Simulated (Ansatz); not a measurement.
What a change of settings does to a run on Ta

The cell comes from COD entry 1541266, which wasn't checked; take it as a given geometry.

First run: DFT, PBE, PAW with Ansatz's default frozen-core files, scalar-relativistic (Ansatz 0.2.0).

Command: `ansatz run input.yaml --threads 1 --pin off --max-ram 2048MiB --backend cpu --events-out ev --progress --plain --runs-dir out` The run took 5.9 s on 1 thread of Arm Neoverse V2, on a shared host.

```yaml
crystal:
  lattice:
    - [-1.65128, 1.65128, 1.65128]
    - [1.65128, -1.65128, 1.65128]
    - [1.65128, 1.65128, -1.65128]
  atoms:
    - { symbol: Ta, position: [0.0, 0.0, 0.0] }
kpoints:
  mp_grid: { grid: [14, 14, 14] }
scf:
  occupations: { method: fermi_dirac, width: 0.05 }
hamiltonian:
  xc: pbe
  pseudopotentials: { kind: paw }
output:
  forces: true
  stress: true
  efg: { contact_densities: true }
relax:
  f_tol: 0.005
  max_steps: 80
  cell: {}
```

Result: converged; relaxed volume 18.277 Å³/atom; 22 SCF iterations in all.

No spin–orbit coupling, which matters for the heavy atoms here.

The input is then changed:

```diff
@@ -13,4 +13,5 @@
   xc: pbe
   pseudopotentials: { kind: paw }
+  dispersion: d4
 output:
   forces: true
```

Task: What does the second run give?

Result: It converged; relaxed volume 18.033 Å³/atom; 16 SCF iterations in all.
